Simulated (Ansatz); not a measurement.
ZrHg₃:
```
ZrHg3
1.0
    4.40947     0.00000     0.00000
    0.00000     4.40947     0.00000
    0.00000     0.00000     4.40947
Hg Zr
3 1
Direct
  0.00000   0.50000   0.50000
  0.50000   0.00000   0.50000
  0.50000   0.50000   0.00000
  0.00000   0.00000   0.00000
```

Relaxed with r²SCAN.

Problem. Give the Bader charges and basin volumes of the independent atoms, r²SCAN in the plane-wave PAW code Ansatz.

Solution. 

```json
[
 {"atom": "Hg1", "Bader charge (e)": "-0.52", "Bader volume (Å³)": "23.3"},
 {"atom": "Zr4", "Bader charge (e)": "+1.55", "Bader volume (Å³)": "15.9"}
]
```

Space group Pm-3m (Cu3Au type). The workflow started from an entry of the Crystallography Open Database (COD). Its standing as an ambient phase is unchecked. Symmetry was held in the r²SCAN relaxation; its stability against distortions is not shown here. No spin polarisation was allowed. Spin–orbit coupling is left out wherever it is not named.

Potentials: the later of the program's two PAW sets.
